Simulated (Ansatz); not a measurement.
Relaxed CdSe (zinc blende):

```
CELL_PARAMETERS angstrom
      0.00000     6.19627     6.19627
      3.09814     0.00000     3.09814
      3.09814     3.09814     0.00000
ATOMIC_POSITIONS crystal
  Se 0.37500 0.75000 0.75000
  Se 0.87500 0.75000 0.75000
  Cd 0.00000 0.00000 0.00000
  Cd 0.50000 0.00000 0.00000
```

The numbers are results of PBE (plane waves to 420 eV, PAW, scalar-relativistic; Ansatz, an electronic-structure program), not measurements. k mesh 4×8×8 (Γ-centred), Fermi-Dirac smearing 0.05 eV. CdSe was relaxed with its symmetry unable to fall.

One atom of the cell was then moved (with its periodic images), all else fixed, and the forces (eV/Å) came out as:

| atom | Fx | Fy | Fz |
|---|---|---|---|
| Se1 | -0.213 | 0.113 | 0.113 |
| Se2 | 1.062 | -0.106 | -0.106 |
| Cd3 | -0.675 | -0.153 | -0.153 |
| Cd4 | -0.174 | 0.147 | 0.147 |

Task: Which atom was moved, and by which vector (Å)?

Result: Se2, by (-0.22, 0.00, 0.00), 0.22 Å in all.

(For displaced atoms, the force is minus the slope of the energy, and its curvature is a force constant, which sets phonon frequencies.)
